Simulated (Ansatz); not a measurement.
Course of a relaxation: MgCd₂TeSe₂

Recipe of this trial structure of MgCd₂TeSe₂: random cell by space group and Wyckoff sites (P4/mmm, No. 123). Lengths were set from tabulated atomic sizes, so they are only a guess.

```
CELL_PARAMETERS angstrom
4.61912 0.00000 0.00000
0.00000 4.61912 0.00000
0.00000 0.00000 8.98563
ATOMIC_POSITIONS crystal
Mg 0.50000 0.50000 0.50000
Cd 0.00000 0.00000 0.23770
Cd 0.00000 0.00000 0.76230
Te 0.00000 0.00000 0.00000
Se 0.50000 0.50000 0.00000
Se 0.00000 0.00000 0.50000
```

Computed with DFT PBE, scalar-relativistic, plane waves, PAW (Ansatz). Cutoff 420 eV, Gaussian smearing, Γ-centred meshes. Cell and atoms relax first on a coarse mesh and then on a finer one. In between, the cell is made exact in the group found at 0.06 Å. In metals the finer mesh still leaves noise of several meV/atom or more. The steps can't lower the symmetry of their start. No spin polarisation.

Steps on the 4×4×2 mesh (6 atoms, 13 steps). The free energy counts from the last step; some steps are skipped; the plane-wave basis is renewed at times, which shifts energy and pressure.

```tsv
step	ΔF (meV/atom)	V (Å³/atom)	P (GPa)	largest force component (eV/Å)
1	1179.5	31.95	15.68	9.029
2	611.2	33.31	7.02	0.627
4	276.2	33.37	0.90	0.402
5	131.6	31.60	0.01	0.167
6	54.8	29.41	1.50	0.218
8	47.8	30.45	-0.07	0.063
9	47.7	30.41	0.03	0.006
10	22.1	30.41	1.25	0.009
12	0.3	32.51	-0.03	0.029
13	0.0	32.51	-0.03	0.029
```

The relaxed structure, after a last relaxation on the converged mesh:

```cif
data_structure
_symmetry_space_group_name_H-M 'P 1'
_symmetry_Int_Tables_number 1
_cell_length_a 3.9619
_cell_length_b 3.9619
_cell_length_c 12.2931
_cell_angle_alpha 90.000
_cell_angle_beta 90.000
_cell_angle_gamma 90.000
_cell_volume 192.96
loop_
_atom_site_label
_atom_site_type_symbol
_atom_site_fract_x
_atom_site_fract_y
_atom_site_fract_z
_atom_site_occupancy
Mg1 Mg 0.50000 0.50000 0.50000 1
Cd1 Cd 0.00000 0.00000 0.24752 1
Cd2 Cd 0.00000 0.00000 0.75248 1
Te1 Te 0.00000 0.00000 0.00000 1
Se1 Se 0.50000 0.50000 0.00000 1
Se2 Se 0.00000 0.00000 0.50000 1
```

The symmetry stays P4/mmm (No. 123). The volume per atom grows by 0.6 %, from 32.0 to 32.2 Å³. The shortest distance goes from 2.14 Å (Cd–Te) to 2.80 Å (Mg–Se and Te–Se). The ratio c/a of the conventional cell changes by a factor of 1.60. The energy falls by about 1.2 eV/atom (the start's value is from the coarse mesh). Mg has 4 Se at 2.80 Å; Cd has 1 Te at 3.04 Å and 1 Se at 3.10 Å; around Te lie 4 Se at 2.80 Å and 2 Cd at 3.04 Å; Se on its first site has 4 Te at 2.80 Å; 1 more site not described.

* Volume per atom: 32.16 Å³
* Density: 4.60 g/cm³
* Formation energy: −0.06 eV/atom
* Gap on the 10×10×4 mesh of the 6-atom cell: 0 eV (a metal)

Energies over the elements count from the elements' standard structures at the same level, with no fitted energy shifts.

The last run used Gaussian smearing of 0.10 eV. Spin–orbit coupling, which can matter for Te, is left out. The reference forms of Se and Te are held partly by dispersion forces, which this level lacks. A structure relaxed within its symmetry needn't be a true minimum. In all, the 3 runs took 6.4 min on 1 thread of Arm Neoverse V2, with other jobs on the host. Another cell of MgCd2TeSe2 relaxed alike, in P-3m1, lies 0.58 eV/atom lower, so this cell isn't the stable form at this level.
